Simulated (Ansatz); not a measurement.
MgB2:
```
CELL_PARAMETERS angstrom
     -1.32948     1.32948     4.18238
      1.32948    -1.32948     4.18238
      1.32948     1.32948    -4.18238
ATOMIC_POSITIONS crystal
  Mg 0.00000 0.00000 0.00000
  B  0.28389 0.28389 0.00000
  B  0.71611 0.71611 0.00000
```

This is the PBEsol-relaxed structure.

Problem. All from plane-wave PAW PBEsol (Ansatz code), unless another level is named. Give the bulk modulus (Birch–Murnaghan fit).

Solution. 1140 kbar.

Problem. Next, the highest zone-centre frequency?

Solution. 15.51 THz.

Space group I4/mmm (MoSi2 or CaC2 type). A made-up cell: these elements were put on the sites of a structure type; neither database checked (COD, Materials Project) lists it. It is not the phase usual at ambient conditions (space group No. 191). The PBEsol relaxation kept the symmetry of its start. At this level the phase is dynamically unstable (imaginary phonons). As this level gives no gap, phonon frequencies hold no LO–TO term and depend on the k-mesh and smearing (Fermi–Dirac, 0.1 eV here).

Potentials: the later of the program's two PAW sets.
